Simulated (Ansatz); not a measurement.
K₂CdSe₂O₆, one structure, two calculations

Cell: a refined structure from the COD, ions relaxed with PBE at fixed cell.

```cif
data_structure
_symmetry_space_group_name_H-M 'P 1'
_symmetry_Int_Tables_number 1
_cell_length_a 7.1214
_cell_length_b 7.1214
_cell_length_c 7.1214
_cell_angle_alpha 47.159
_cell_angle_beta 47.159
_cell_angle_gamma 47.159
_cell_volume 177.56
loop_
_atom_site_label
_atom_site_type_symbol
_atom_site_fract_x
_atom_site_fract_y
_atom_site_fract_z
_atom_site_occupancy
K1 K 0.80284 0.80284 0.80284 1
K2 K 0.19716 0.19716 0.19716 1
Cd3 Cd 0.00000 0.00000 0.00000 1
Se4 Se 0.62301 0.62301 0.62301 1
Se5 Se 0.37699 0.37699 0.37699 1
O6 O 0.74223 0.26965 0.74223 1
O7 O 0.74223 0.74223 0.26965 1
O8 O 0.26965 0.74223 0.74223 1
O9 O 0.25777 0.73035 0.25777 1
O10 O 0.73035 0.25777 0.25777 1
O11 O 0.25777 0.25777 0.73035 1
```

Atom numbers follow the list; atoms alike are taken as one site, whose name carries the number of the first.

First run. Computed with Ansatz: DFT, PBE, plane waves and PAW, scalar-relativistic, 420 eV cutoff, Γ-centred 5×5×5 k-points, Fermi–Dirac smearing 0.02 eV.

| site | atom | V_zz (10²¹ V/m²) | η |
| --- | --- | --- | --- |
| Cd | 3 | -3.37 | 0.00 |
| Se | 4 | -31.2 | 0.00 |
| O | 6 | 12.78 | 0.18 |

Second run. The same atoms and settings, except that spin–orbit coupling is included (fully relativistic PAW files).

**Question.** What does the second run give?

**Answer.** 

```csv
site,atom,V_zz,η,change of V_zz
Cd,3,-3.34,0.00,+0.03
Se,4,-31.2,0.00,-0.04
O,6,12.80,0.18,+0.02
```

The largest change of V_zz is on Se, by 0.04. In per cent, |V_zz| changes by -1 on Cd, 0 on Se, 0 on O (all sites that start above 0.5). Sites with |V_zz| of 0.02 or less aren't listed.
